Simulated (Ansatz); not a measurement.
An Ansatz (a quantum-chemistry and plane-wave program) run. Input:

Ansatz 0.2 input:
```yaml
crystal:
  lattice:
    - [0.0, 5.1791136378, 5.1791136378]
    - [5.1791136378, 0.0, 5.1791136378]
    - [5.1791136378, 5.1791136378, 0.0]
  atoms:
    - { symbol: Sn, position: [0.125, 0.625, 0.625] }
    - { symbol: Sn, position: [0.625, 0.625, 0.125] }
    - { symbol: Sn, position: [0.625, 0.125, 0.625] }
    - { symbol: Sn, position: [0.625, 0.625, 0.625] }
    - { symbol: S, position: [0.8700496272, 0.3766501243, 0.3766501243] }
    - { symbol: S, position: [0.8733498757, 0.8733498757, 0.3799503728] }
    - { symbol: S, position: [0.3766501243, 0.8700496272, 0.3766501243] }
    - { symbol: S, position: [0.8733498757, 0.8733498757, 0.8733498757] }
    - { symbol: S, position: [0.3766501243, 0.3766501243, 0.3766501243] }
    - { symbol: S, position: [0.8733498757, 0.3799503728, 0.8733498757] }
    - { symbol: S, position: [0.3766501243, 0.3766501243, 0.8700496272] }
    - { symbol: S, position: [0.3799503728, 0.8733498757, 0.8733498757] }
kpoints:
  mp_grid: { grid: [4, 4, 4] }
basis: { xc_grid: 2 }
hamiltonian:
  xc: pbesol
  pseudopotentials: { kind: paw }
scf:
  occupations: { method: fixed }
output:
  optics: { e_range: [0.0, 15.0], de: 0.05, sigma: 0.1, bands: { spectra_wanted_up_to: 12 eV } }
```

Output (shortened):

```
output.optics: the spectra are integrated over the Brillouin zone by k·p interpolation around the k-points, where levels, occupations, output.optics.sigma and …
Pseudopotential: Sn, paw, valence charge 14
Pseudopotential: S, paw, valence charge 6
Functional definition: PBEsol
Crystal: 12 atoms, lattice volume = 277.841 Å³
Basis set: ecut = 420 eV, 5521 PW (Γ), exchange–correlation on 100×100×100 points (8 copies of the dense FFT grid, shifted against one another)
Bands: 64, of which v1, the nominal top of the filled ones, is band 52 counted from 1 (51 counted from 0)
Symmetry: 48 space group operations
Space group: Fd-3m (ITA 227), of the structure as read, at distance tolerance 6.5e-5 Å
k-points: 8 of 64
SCF iter   1: F=—  HF=-30883.328904 eV  |F-HF|=—  |Δ(HF+E_count)|=         —  Δρ=4.91e-3  dr2=1.22e-1  ethr=1.77e-3  ⟨swp⟩=5.4  Hψ=1766  notcnv=0  defer=73
preconditioner: auto → Resta (q_TF=auto, 2.316 Å⁻¹)
SCF iter   2: F=—  HF=-30883.293728 eV  |F-HF|=—  |Δ(HF+E_count)|=   3.52e-2  Δρ=1.71e-3  dr2=9.93e-3  ethr=1.18e-4  ⟨swp⟩=2.2  Hψ=692  notcnv=0  defer=78
SCF iter   3: F=—  HF=-30883.291432 eV  |F-HF|=—  |Δ(HF+E_count)|=   2.30e-3  Δρ=4.93e-4  dr2=6.19e-4  ethr=9.55e-6  ⟨swp⟩=2.6  Hψ=890  notcnv=0  defer=78
SCF iter   4: F=—  HF=-30883.291521 eV  |F-HF|=—  |Δ(HF+E_count)|=   8.93e-5  Δρ=1.74e-4  dr2=8.82e-5  ethr=5.96e-7  ⟨swp⟩=2.0  Hψ=701  notcnv=0  defer=78
SCF iter   5: F=—  HF=-30883.291554 eV  |F-HF|=—  |Δ(HF+E_count)|=   3.26e-5  Δρ=2.68e-5  dr2=2.18e-6  ethr=8.48e-8  ⟨swp⟩=2.9  Hψ=755  notcnv=0  defer=65
SCF iter   6: F=—  HF=-30883.291464 eV  |F-HF|=—  |Δ(HF+E_count)|=   8.94e-5  Δρ=6.43e-6  dr2=1.28e-7  ethr=2.10e-9  ⟨swp⟩=2.0  Hψ=702  notcnv=0  defer=64
SCF iter   7: F=—  HF=-30883.291465 eV  |F-HF|=—  |Δ(HF+E_count)|=   2.56e-7  Δρ=1.54e-6  dr2=8.88e-9  ethr=1.23e-10  ⟨swp⟩=2.2  Hψ=744  notcnv=0  defer=64
SCF iter   8: F=—  HF=-30883.291465 eV  |F-HF|=—  |Δ(HF+E_count)|=   1.09e-8  Δρ=2.51e-7  dr2=2.33e-10  ethr=8.54e-12  ⟨swp⟩=2.0  Hψ=862  notcnv=0  defer=64
SCF iter  10: F=-30883.291465 eV  HF=-30883.291465 eV  |F-HF|=0.00e0  |Δ(HF+E_count)|=  2.91e-11  Δρ=8.95e-9  dr2=2.82e-13  ethr=1.00e-12  ⟨swp⟩=13.5  Hψ=2346  notcnv=0
SCF 1 converged in 10 iterations: F = -30883.291465 eV  dr2 = 2.82e-13
NSCF: frozen V_eff on 8 k-points
Optics k sum: 0 of 8 k-points
Optics k sum: 1 of 8 k-points
Optics k sum: 2 of 8 k-points
Optics k sum: 3 of 8 k-points
Optics k sum: 4 of 8 k-points
Optics k sum: 5 of 8 k-points
Optics k sum: 6 of 8 k-points
Optics k sum: 7 of 8 k-points
Optics k sum: 8 of 8 k-points
Optics k sum: 0 of 8 k-points
Optics k sum: 1 of 8 k-points
Optics k sum: 2 of 8 k-points
Optics k sum: 3 of 8 k-points
Optics k sum: 4 of 8 k-points
Optics k sum: 5 of 8 k-points
Optics k sum: 6 of 8 k-points
Optics k sum: 7 of 8 k-points
Optics k sum: 8 of 8 k-points
NSCF: frozen V_eff on 1 k-points
output.optics: what the bands over the 124 summed would add to eps1, eps2 and the energy-loss function is held between a lower and an upper bound (7 Lanczos …
SCF converged after 10 iterations
Free energy (F): -30883.291465 eV
Harris-Foulkes:  -30883.291465 eV  (|F-HF|=0.00e0)
Internal energy: -30883.291465 eV  (E = F + TS)
E sigma→0 (E₀):  -30883.291465 eV
Fermi energy:    6.089040 eV
--- Per-component energies (eV) ---
  E_band       = -511.488823
  E_kinetic    = 1602.049501
  E_local      = -6587.031718  (includes V_loc(G=0)·N_el)
  E_nonlocal   = 116.416738
  E_hartree    = 3465.625170
  E_xc         = -2277.391291
  E_vxc        = -1077.482950  (∫ρ·V_xc dr)
  E_paw        = -20958.309246  (= ΣΔE_a)
  E_vpaw       = -1496.690769  (= ΣTr[D̂ρ^β])
  E_aug_tail   = 0.000013  (compensation charges beyond the density's cutoff)
  E_ewald      = -6246.285585
  E_core_change = 1.634953  (= ΣΔE_core)
  E_smearing   =  0.000000  (= −TS)
  E_closure    =  0.000000  (closes the sum)
  Σ components = -30883.291465   (vs F -30883.291465, Δ=0.00e0)
  [band-id]    e_kinetic+e_local+e_nonlocal+2·e_hartree+e_vxc+e_vpaw+e_augmentation_tail = -511.488844   (vs E_band -511.488823, Δ=-2.12e-5)
--- Band table (eV; the first three rows and the last of 8) ---
  k-point 0: bands = ["-14.8039", "-14.8039", "-14.8039", "-14.7280", "-14.7280", "-14.7122", "-14.6943", "-14.6943", "-14.6943", "-14.6724", "-14.6724", "-14.6724", "-14.6678", "-14.6678", "-14.6299", "-14.6299", "-14.6299", "-14.6151", "-14.6151", …
  k-point 1: bands = ["-14.8026", "-14.7901", "-14.7901", "-14.7280", "-14.7280", "-14.7044", "-14.7016", "-14.7016", "-14.6944", "-14.6713", "-14.6704", "-14.6704", "-14.6663", "-14.6663", "-14.6398", "-14.6321", "-14.6321", "-14.6237", "-14.6237", …
  k-point 2: bands = ["-14.8014", "-14.7687", "-14.7687", "-14.7368", "-14.7368", "-14.7081", "-14.7081", "-14.6944", "-14.6941", "-14.6707", "-14.6707", "-14.6656", "-14.6567", "-14.6543", "-14.6543", "-14.6468", "-14.6468", "-14.6276", "-14.6276", …
  k-point 7: bands = ["-14.7773", "-14.7773", "-14.7511", "-14.7511", "-14.7286", "-14.7286", "-14.6993", "-14.6993", "-14.6759", "-14.6759", "-14.6711", "-14.6711", "-14.6595", "-14.6595", "-14.6492", "-14.6492", "-14.6333", "-14.6333", "-14.6319", …
```

Cost: roughly 2.1 core-minutes on shared cores.

The first step of the workflow began from a Materials Project structure, measured or hypothetical; the Crystallography Open Database copy checked does not list it. It is not the phase usual at ambient conditions (space group No. 164). The PBEsol relaxation kept the symmetry of its start; its stability against distortions is not shown here. Scalar-relativistic: spin–orbit coupling is off unless named, which matters more the heavier the elements.

Potentials: the later of the program's two PAW sets.

Ansatz is a plane-wave DFT program.
